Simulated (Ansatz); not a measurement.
MnSi (FeSi type, space group P2_13)

```xyz
8
Lattice="4.5566 0.0000 0.0000 0.0000 4.5566 0.0000 0.0000 0.0000 4.5566" Properties=species:S:1:pos:R:3 pbc="T T T"
Mn     0.6339     0.6339     0.6339
Mn     2.9122     1.6444     3.9227
Mn     3.9227     2.9122     1.6444
Mn     1.6444     3.9227     2.9122
Si     3.8515     3.8515     3.8515
Si     1.5732     2.9833     0.7050
Si     0.7050     1.5732     2.9833
Si     2.9833     0.7050     1.5732
```

The slice is a {110} plane (indices of the conventional cell) through the point (0.639, 0.361, 0.861) (fractional), spanned by u = [100] and v = [011] in vectors of this cell: u (4.56 Å) and v (6.44 Å, at 90° to u). It covers one period; positions are fractions (u, v).

The numbers are results of r2SCAN (plane waves to 500 eV, PAW, scalar-relativistic; Ansatz, a quantum-chemistry and plane-wave program), not measurements. k mesh 10×10×10. These are valence fields of a PAW run, semicore shells included where kept as valence: close to a nucleus they are smooth pseudo fields. MnSi was relaxed with its symmetry unable to fall. Relaxed MnSi ends ferromagnetic. The magnetic order is the one the run started from; other orders were not tried.

**Question.** The ELF has a maximum in the middle third of the Mn–Si line. Where, and how high?

**Answer.** 0.67, 1.4 Å from Mn.

**Question.** What is the ELF at the midpoint of the shortest Mn–Si line in this plane (2.32 Å)?

**Answer.** 0.4.

**Question.** What is the valence density on the shortest Mn–Si line in this plane (2.32 Å), at its midpoint?

**Answer.** 0.47 e/Å³.

**Question.** Predict the map of the electron localisation function (ELF) on the slice.

**Answer.** 
```
|xxxxxx++..  --##@@@@@@%%%%%%@@%%##--  ..++xxxx|
|xxxx##--  ..==%%@@@@@@######%%@@%%++..  --**xx|
|**++--..  ..++%%@@@@##**++**%%@@@@**::  ..--++|
|....      ::++##%%%%**++++**%%@@@@##==..    ..|
|        ..::==++******++**##%%@@%%##++--..    |
|::::::::..::::--==++****##%%@@%%##**====------|
|**++==--::......--==**##%%@@%%##++==----==++**|
|####++--::      ..--++##%%##**==::....::==**##|
|%%##**==::..    ..::==****++--..      ::==**%%|
|%%%%##++--..    ..::--====--..        ..==**%%|
|%%%%##**==::......::------..          ..--**%%|
|%%%%%%##++==::::::::----::..          ..--**%%|
|@@@@%%##**==------------::..          ..==**%%|
|%%%%%%**++--::::::--------..          ::==**%%|
|####**==::........::--====--::........--++**##|
|**++--..          ..--==++++++========++++****|
|==::..            ..--++**##%%%%########****++|
|--      ..::..      --**%%@@@@@@@@@@@@%%%%**++|
|::    ..::--::..    --**@@@@@@%%####%%@@%%##++|
|::    ..::--::..    --##@@@@##==----++##%%%%**|
|--..    ..::::..  ..==%%@@##==xxxxxxxx++%%%%##|
|++::              ::++%%%%++xxxxxxxxxx--##@@##|
|**--..          ..--**%%%%==xxxxxxxxxx--##@@%%|
|**++--::........::--++####++..xxxxxxxx++%%@@%%|
|++======----::::::--==****++--::xx--++##@@%%##|
|::::--======----::::--==++********##%%%%%%**==|
|      ..--------::::::--==**##%%%%@@%%##++::..|
|....      ::::::::::::::--++**##%%%%**--......|
|++++--..    ::::--::::----==++****++::....--++|
|xxxx##--    ..--========++++****++--    --**xx|
|xxxxxx++..  ..==**####****####**++::  ..++xxxx|
|xxxxxx**..  ::**%%%%%%%%%%%%%%##**::  ..**xxxx|
```
Scale: ten equal steps from 0.14 (start of ' ') to 0.74 (end of '@'), in the order ' .:-=+*#%@'. Values: electron localisation function (ELF). The map has 23 points along u (two characters each, u = 0 at the left) and 32 along v (v = 0 in the bottom row). Points within 0.5 Å of a nucleus are blanked (x), as the pseudised field means little there.
